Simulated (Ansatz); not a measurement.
Relaxed candidate structures of CoSi2:

A. Fm-3m (No. 225), cF12, AFLOW prototype AB2_cF12_225_a_c (C1, as in CaF2); a = b = c = 5.316 Å, α = β = γ = 90.00°; Co 4a (0.000, 0.000, 0.000); Si 8c (0.250, 0.250, 0.250); non-magnetic

B. R3m, hexagonal axes (No. 160), hR6; a = b = 3.7106 Å, c = 21.6250 Å, α = β = 90.00°, γ = 120.00°; Si 3a (0.000, 0.000, 0.996); Co 3a (0.000, 0.000, 0.486); Si 3a (0.000, 0.000, 0.385); Co 3a (0.000, 0.000, 0.892); Si 3a (0.000, 0.000, 0.154); Si 3a (0.000, 0.000, 0.589); non-magnetic

C. Fddd, origin choice 1 (No. 70), oF24; a = 4.1411 Å, b = 7.4579 Å, c = 9.0225 Å, α = β = γ = 90.00°; Si 16f (0.000, 0.333, 0.000); Co 8a (0.000, 0.000, 0.000); non-magnetic

D. P2/m (No. 10), mP12; a = 4.595 Å, b = 3.794 Å, c = 8.659 Å, α = γ = 90.00°, β = 99.66°; Co 2m (0.728, 0.000, 0.259); Co 2n (0.382, 0.500, 0.132); Si 1c (0.000, 0.000, 0.500); Si 1d (0.500, 0.000, 0.000); Si 2n (0.110, 0.500, 0.875); Si 2n (0.361, 0.500, 0.601); Si 2m (0.223, 0.000, 0.253); non-magnetic

E. Pmma (No. 51), oP6; a = 4.820 Å, b = 2.545 Å, c = 7.595 Å, α = β = γ = 90.00°; Co 2a (0.000, 0.000, 0.000); Si 2f (0.250, 0.500, 0.206); Si 2d (0.500, 0.500, 0.500); ferromagnetic

Problem. Order them by energy per atom (lowest first) at the level r2SCAN (plane waves to 500 eV, PAW, scalar-relativistic; Ansatz, an electronic-structure program).

Solution. A (reference, the lowest of the structures calculated here), D (+0.15 eV/atom), B (+0.39 eV/atom), C (+0.46 eV/atom), E (+0.76 eV/atom)

1 run with a doubtful electronic state, a coarser numerical grid, an end not at rest or a source that can't be used is left out. Each run could gain symmetry but not lose that of its start, so entries can be saddle points. From databases, or of a type measured for this composition: Fm-3m, cF12, AFLOW prototype AB2_cF12_225_a_c (C1, as in CaF2), non-magnetic; the others are generated cells (placed on structure types, drawn at random, substituted or restacked) that were not matched to a known phase here. Each structure is listed in the lowest spin state found for it. Energies are at zero temperature and pressure, without zero-point motion. Spin states reached: non-magnetic, ferromagnetic; non-magnetic ones ran without spin or lost their moments; spin orders were not searched systematically. r2SCAN tends to overstate moments in metals.
